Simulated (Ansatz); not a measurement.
Input and command of a plane-wave DFT calculation in Ansatz:

```yaml
crystal:
  lattice:
    - [1.8170556739, 1.0490775824, 3.1918330687]
    - [-1.8170556739, 1.0490775824, 3.1918330687]
    - [0.0, -2.0981551649, 3.1918330687]
  atoms:
    - { symbol: P, position: [0.7695142784, 0.7695142784, 0.7695142784] }
    - { symbol: As, position: [0.2304857216, 0.2304857216, 0.2304857216] }
basis:
  ecutwfc: 420
kpoints:
  mp_grid: { grid: [12, 12, 12] }
hamiltonian:
  xc: pbesol
scf:
  occupations: { method: gaussian, width: 0.15 }
output:
  forces: true
  stress: true
  eigenvalues: true
  write_density: true
  write_potential: true
  elf: true
  volumetric_format: npy
```

```bash
ansatz run input.yaml --threads 1 --pin off --max-ram 2560MiB --backend cpu --events-out ev --progress --plain --runs-dir out
```

Processor: Arm Neoverse V1, 1 thread, on a host shared with other jobs.

Question: How long does it run, and how much memory does it take?

Answer: About 17 s on 1 thread of Arm Neoverse V1, with other jobs on the host, peak memory 0.4 GiB. It solves 14 bands at 189 k points (the mesh reduced by the symmetry that the task leaves, which can be less than the crystal's) with about 707 plane waves, in 7 SCF iterations.
